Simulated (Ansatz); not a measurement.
**A plane-wave run on Si₂WAu₂**

The input, for Ansatz 0.2.0 (plane waves, PAW):

```yaml
crystal:
  lattice:
    - [0.0, 4.209644, 0.0]
    - [4.209644, 0.0, 0.0]
    - [2.104822, 2.104822, -4.86057]
  atoms:
    - { symbol: W, position: [0.0, 0.0, 0.0] }
    - { symbol: Au, position: [0.75, 0.25, 0.5] }
    - { symbol: Au, position: [0.25, 0.75, 0.5] }
    - { symbol: Si, position: [0.379, 0.379, 0.242] }
    - { symbol: Si, position: [0.621, 0.621, 0.758] }
  symmetry: { tolerance: 0.0003 }
kpoints:
  mp_grid: { grid: [9, 9, 9], shift: [0, 0, 0] }
  band_path:
    path:
      - [0.0, 0.0, 0.0]
      - [0.5, 0.5, 0.5]
      - [0.5, 0.5, 0.25]
      - [0.0, 0.5, 0.0]
      - [0.0, 0.0, 0.0]
      - [0.0, 0.0, -0.5]
      - [0.0, 0.40623811, -0.29688094]
      - [0.0, 0.59376189, 0.29688094]
      - [0.0, 0.0, 0.0]
      - [0.5, 0.5, 0.5]
      - [0.40623811, 0.59376189, 0.5]
    npoints: 6
magnetization:
  spin_polarized: false
scf:
  occupations: { method: fermi_dirac }
  lower_state_search: "off"
  max_iter: 200
hamiltonian:
  pseudopotentials: { kind: paw }
  xc: pbe
basis:
  ecutwfc: 420
  fft_grid_basis: typed
output:
  forces: true
  stress: true
  eigenvalues: true
  bader: true
  populations: true
  elf: true
  write_potential: true
  volumetric_format: npy
  dos:
    e_range: [-12, 8]
    de: 0.05
    projected: { site_lists: { Au: [Au], Si: [Si], W: [W] } }
checkpoint:
  read: saved_state
```

The run starts from an earlier solution of this cell. 

Excerpt of what it printed:

```
SCF iter   1: F=—  Δρ=1.33e-3  dr2=2.73e-3
SCF iter   2: F=—  Δρ=6.75e-4  dr2=7.65e-4
SCF iter   3: F=—  Δρ=8.59e-5  dr2=1.34e-5
SCF iter   4: F=—  Δρ=2.76e-5  dr2=8.81e-7
SCF iter   5: F=-37950.9825 eV  Δρ=5.83e-6  dr2=5.13e-8
SCF iter   6: F=-37950.9825 eV  Δρ=1.67e-6  dr2=2.05e-9
Free energy (F): -37950.9825 eV
Harris-Foulkes:  -37950.9825 eV  (|F-HF|=6.55e-11)
Internal energy: -37950.8193 eV  (E = F + TS)
E sigma→0 (E₀):  -37950.9009 eV
Entropy (-TS):   -0.1632 eV (-32.630 meV/atom)
Fermi energy:    16.4607 eV
--- Per-component energies (eV) ---
  E_band       = -733.7509
  E_kinetic    = 1738.0556
  E_local      = -5925.1145  (includes V_loc(G=0)·N_el)
  E_nonlocal   = 195.7002
  E_hartree    = 2494.5809
  E_xc         = -832.7755
  E_vxc        = -882.4062  (∫ρ·V_xc dr)
  E_paw        = -28998.6143  (= ΣΔE_a)
  E_vpaw       = -849.1505  (= ΣTr[D̂ρ^β])
  E_aug_tail   = 0.0028  (compensation charges beyond the density's cutoff)
  E_ewald      = -6622.6543
  E_smearing   = -0.1632  (= −TS)
--- Forces (eV/Å), atoms counted from 1 ---
  atom   1  W      0.0000     0.0000     0.0000
  atom   2  Au     0.0000     0.0000     0.0000
  atom   3  Au     0.0000     0.0000     0.0000
  atom   4  Si     0.0000     0.0000     2.5566
  atom   5  Si     0.0000     0.0000    -2.5566
--- Stress (GPa, compression-positive) ---
        1.4912       0.0000       0.0000
        0.0000       1.4912       0.0000
        0.0000       0.0000      -5.8871
  P = ⅓ Tr σ = -0.9682 GPa (-9.682 kbar)
--- Löwdin populations: 5 sites ---
  site symbol       q [e]
     0      W     13.8411
     1     Au     18.3268
     2     Au     18.3268
     3     Si      4.4283
     4     Si      4.4283
  spilling = 0.0108 (of n_electrons = 60.0000)
--- Bader charges: 5 sites ---
  site symbol  charge [e]  shift [e]
     0      W      0.6467     0.0000
     1     Au     -0.9701     0.0046
     2     Au     -0.9701     0.0046
     3     Si      0.6467     0.0046
     4     Si      0.6467     0.0046
```

Absolute energies hang on the potentials; compare differences alone.

Origin: a known structure type with other elements, at an estimated volume, so it need not be a known compound. Caveats: atoms or cell far from equilibrium.
